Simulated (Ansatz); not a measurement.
Field gradients at the nuclei in Si₃N₄

The cell is a Materials Project structure (computed, not necessarily an observed phase), taken as it stands.

Space group P31c (No. 159); a = 7.7522, c = 5.6189 Å, γ = 120.00°.

```csv
site,Wyckoff,site symmetry,x,y,z
Si1,6c,1,0.0818,0.5696,0.1964
Si3,6c,1,0.9138,0.1672,0.9885
N13,6c,1,0.3445,0.3900,0.4691
N17,2a,3..,0.0000,0.0000,0.9890
N18,6c,1,0.9964,0.3147,0.7348
N20,2b,3..,0.6667,0.3333,0.6407
```

One atom of each set is listed.

Method: Kohn–Sham DFT in Ansatz, PBE, plane waves and PAW, scalar-relativistic, 420 eV cutoff, Γ-centred 4×4×5 k-points, Fermi–Dirac smearing 0.02 eV.

V_zz is the principal component of the electric field gradient with the largest magnitude, η = (V_xx − V_yy)/V_zz and C_Q = eQV_zz/h.

¹⁴N: I = 1, Q = 20.44 mb. Nuclear quadrupole moments: year-2017 set (Pyykkö).

Problem. Which values are expected at the nuclei?

Solution. 

| site | atoms | first shell | V_zz (10²¹ V/m²) | η | C_Q (MHz) |
| --- | --- | --- | --- | --- | --- |
| Si1 | 6 | 4 N at 1.73–1.75 Å | -1.53 | 0.90 | – |
| Si3 | 6 | 4 N at 1.72–1.74 Å | 0.90 | 0.69 | – |
| N13 | 6 | 3 Si at 1.74–1.75 Å | -4.53 | 0.11 | -2.24 |
| N17 | 2 | 3 Si at 1.73 Å | -5.47 | 0.00 | -2.70 |
| N18 | 6 | 3 Si at 1.72–1.74 Å | -4.38 | 0.12 | -2.16 |
| N20 | 2 | 3 Si at 1.73 Å | -3.79 | 0.00 | -1.87 |

An axis of threefold or higher order runs through N17 and N20, so V_zz lies along it and η is zero. At N13 and N18 V_zz stands upright on the plane through its three neighbours (within 4°) in each case.

Si has no stable isotope with a ground-state quadrupole moment in the table, so no C_Q is given.

At this cell the PBE pressure is 6 GPa, so with PBE the cell would grow if it were relaxed. The entry's cell may itself be off.

The run took 69 s of wall time (69 s of CPU time) and 0.63 GiB at its peak, on 1 thread of Arm Neoverse V2 (aarch64; 8 cores open to the job, memory cap 2.5 GiB, no GPU), a shared host with a load of 0.8 a core.
